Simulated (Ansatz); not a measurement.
BAs (zinc blende)

Space group F-43m (No. 216); a = 4.809 Å, b = 4.809 Å, c = 4.809 Å, α = 90.00°, β = 90.00°, γ = 90.00°

```tsv
atom	site	symmetry	x	y	z
As	4c	-43m	0.2500	0.2500	0.2500
B	4a	-43m	0.0000	0.0000	0.0000
```
(The calculation used a cell of 2 atoms; values per cell refer to that cell.)

Equation-of-state scan: isotropic scaling of the cell above, V₀ being its volume. Symmetry pins the atoms to their sites.

All values below come from PBE (plane waves to 420 eV, PAW, scalar-relativistic; Ansatz, an electronic-structure program). k mesh 12×12×12 (Γ-centred), Fermi-Dirac smearing 0.05 eV. The energy includes the smearing's −TS. BAs was relaxed with its symmetry unable to fall. The PAW data are Ansatz's earlier set. The zero of ΔE is the relaxed starting cell.

Q: What ΔE (eV/atom) does the calculation give at V/V₀ = 0.840, 0.872, 0.936, 0.968, 1.032, 1.064, 1.128, 1.160?

A: 
| V/V₀ | ΔE (eV/atom) |
|---|---|
| 0.840 | 0.1956 |
| 0.872 | 0.1176 |
| 0.936 | 0.0261 |
| 0.968 | 0.0062 |
| 1.032 | 0.0055 |
| 1.064 | 0.0210 |
| 1.128 | 0.0758 |
| 1.160 | 0.1127 |

(Under strain, the slope of the energy per volume gives the stress and its curvature an elastic modulus.)
